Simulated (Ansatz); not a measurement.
**Structures of BiIr$_{2}$: which is lowest?**

Plane-wave DFT in Ansatz with scalar-relativistic PAW potentials, cutoff 420 eV, Γ-centred meshes chosen by cell and gap, Gaussian smearing with energies taken to zero width. Every cell was relaxed (cell and atoms) in a run of its own, within the symmetry of its start. Functional: PBE.

Relaxed structures (starts from databases or built by putting these elements on another compound's sites):
A. Fm-3m, 3 atoms in the computed cell, a = 6.239 Å; sites (symmetry × multiplicity) Bi m-3m × 4, Ir -43m × 8; start: built
B. I4/mmm, 3 atoms in the computed cell, a = 3.719 Å, c = 8.117 Å; sites (symmetry × multiplicity) Bi 4/mmm × 2, Ir 4mm × 4; start: built

Question: Rank them by energy. Could pressure change the order?

Answer:
```csv
structure,group,E − E(lowest) (meV/atom),V (Å³/atom),gap on mesh (eV)
A,Fm-3m,0.0,20.24,0.00
B,I4/mmm,30,18.71,0.00
```

A is lowest, 30 meV/atom under B. B is denser by 1.52 Å³/atom, so pressure favours it: ΔE/ΔV, with ΔE in eV and 1 eV/Å³ = 160.2 GPa, gives about 3.2 GPa for equal enthalpy if both cells were rigid, a rough figure since the two compress differently. Other structures may lie lower than all of these, and vibrations aren't counted.

Spin-orbit coupling is left out, which matters for the bands of heavy elements. For Tl, Pb and Bi spin-orbit coupling shifts energies too.